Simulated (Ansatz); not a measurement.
A geometry of CaSnF$_{6}$ away from equilibrium: step 2 of the relaxation of a relaxed CaSnF6 cell shaken by Gaussian noise of σ = 0.08 Å a coordinate. All values below come from r2SCAN (plane waves to 500 eV, PAW, scalar-relativistic; Ansatz, a program for electronic structure). Γ-centred k-mesh 5×5×5 on the run's cell (coarser than for final values), Fermi–Dirac smearing 0.05 eV.

```xyz
8
Lattice="-0.0092 4.2089 4.2175 4.1858 -0.0053 4.2135 4.1859 4.2051 -0.0054" Properties=species:S:1:pos:R:3:forces:R:3 pbc="T T T" free_energy=-12727.932 pressure_GPa=0.7
Ca     0.0291    -0.0571     0.0280   -0.2283    0.5214   -0.2020
Sn     4.2021     4.1940     4.2243   -0.6016    0.6705   -0.6831
F      4.2127     4.2341     6.1519   -0.0278   -0.0502    0.8318
F      4.1853     4.2864     2.2505   -0.0212   -0.0837    0.1138
F      6.1533     4.1685     4.2097    0.2985   -0.0022   -0.0349
F      2.2027     4.2356     4.2366    0.6036    0.0164   -0.0234
F      4.2203     6.1853     4.2213   -0.0112   -0.4605    0.0146
F      4.1507     2.2582     4.1824   -0.0119   -0.6119   -0.0166
```

Positions in Å, forces in eV/Å, free energy of the cell in eV (comparable only within this code, potentials and settings). Largest force: 1.13 eV/Å, on Sn2 (atoms numbered as listed); the geometry lies 0.01 eV/atom above the end of its relaxation.

No spin polarisation in the result.

Of the parent cell (Fm-3m (No. 225)): The relaxation started from an entry of Materials Project.

The runs began from a structure in Materials Project; this end point is another cell, not compared with measured phases.
